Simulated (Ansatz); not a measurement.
Relaxation of a generated cell, Ba placed in the diamond structure type; 2 atoms in the cell, which starts as Fd-3m, origin choice 1 (No. 227), cF8; a = 8.371 Å, b = 8.371 Å, c = 8.371 Å, α = 90.00°, β = 90.00°, γ = 90.00°. Method: PBE (plane waves to 420 eV, PAW, scalar-relativistic; Ansatz, a quantum-chemistry and plane-wave program). Γ-centred k-mesh 7×7×7 on the run's cell (coarser than for final values), Fermi–Dirac smearing 0.05 eV. This is the first round of the run. 

The optimiser's lines from the output (shortened; P is positive under compression):

```
relax step   1: F+E_penalty+E_count = -11897.39372070 eV  Δ(F+E_penalty+E_count) = +0.000e0 eV  max|allowed force component| = 1.735e-18 eV/Å  Δτ_max = 0.0000 Å  P = -0.467 GPa  Ω = 146.627 Å³  (7 SCF iters, dr2 threshold 1.00e-7 eV, accepted)
relax step   2: F+E_penalty+E_count = -11897.40331823 eV  Δ(F+E_penalty+E_count) = -9.598e-3 eV  max|allowed force component| = 2.313e-17 eV/Å  Δτ_max = 0.0000 Å  P = -0.512 GPa  Ω = 143.511 Å³  (5 SCF iters, dr2 threshold 2.00e-7 eV, accepted)
relax step   3: F+E_penalty+E_count = -11897.47785358 eV  Δ(F+E_penalty+E_count) = -7.454e-2 eV  max|allowed force component| = 1.388e-17 eV/Å  Δτ_max = 0.0000 Å  P = -0.490 GPa  Ω = 123.392 Å³  (6 SCF iters, dr2 threshold 2.00e-7 eV, accepted)
relax step   4: F+E_penalty+E_count = -11897.47791478 eV  Δ(F+E_penalty+E_count) = -6.120e-5 eV  max|allowed force component| = 2.660e-17 eV/Å  Δτ_max = 0.0000 Å  P = +0.798 GPa  Ω = 105.248 Å³  (6 SCF iters, dr2 threshold 2.00e-7 eV, rejected (line search))
relax step   5: F+E_penalty+E_count = -11897.49543792 eV  Δ(F+E_penalty+E_count) = -1.758e-2 eV  max|allowed force component| = 3.643e-17 eV/Å  Δτ_max = 0.0000 Å  P = -0.064 GPa  Ω = 114.250 Å³  (9 SCF iters, accepted)
relax step   6: F+E_penalty+E_count = -11897.49565198 eV  Δ(F+E_penalty+E_count) = -2.141e-4 eV  max|allowed force component| = 2.515e-17 eV/Å  Δτ_max = 0.0000 Å  P = -0.007 GPa  Ω = 113.420 Å³  (5 SCF iters, dr2 threshold 1.02e-8 eV, accepted)
relax step   7: F+E_penalty+E_count = -11897.49447047 eV  Δ(F+E_penalty+E_count) = +1.182e-3 eV  max|allowed force component| = 3.527e-17 eV/Å  Δτ_max = 0.0000 Å  P = -0.007 GPa  Ω = 113.420 Å³  stress off target by 7.50e-3 GPa  SCF on the basis re-selected at this cell (its energy is not comparable with the rows above)  (6 SCF iters)
```

From the first to the last row the energy changes by -0.05 eV/atom and the volume by -22.6 %. The last row is marked as not comparable with the walk above it, whose basis was carried along; it does compare with step 1, since both stand on a basis selected at the nominal cutoff for their own cell.

Step 4 was rejected by the optimiser.

Later rounds, restarted from the end of this one on a renewed k-mesh, logged 3 more steps and released under 0.01 eV/atom more. The final structure after all rounds: Fd-3m, origin choice 1 (No. 227), cF8, diamond type; a = 7.6810 Å, b = 7.6810 Å, c = 7.6810 Å, α = 90.00°, β = 90.00°, γ = 90.00°. Between re-selections the logged energies stand on a plane-wave basis carried along with the cell. No spin polarisation in the result.

The run could not lose the symmetry of its start, so the end can be a saddle point.

All atoms sit on sites fixed by symmetry, so only the cell could relax.

The relaxed structure here is a generated cell of Ba: the first start was made by placing the elements on the sites of a structure type, and the end was not matched to a known phase here, so it may be hypothetical. Known forms of Ba include space group No. 229.
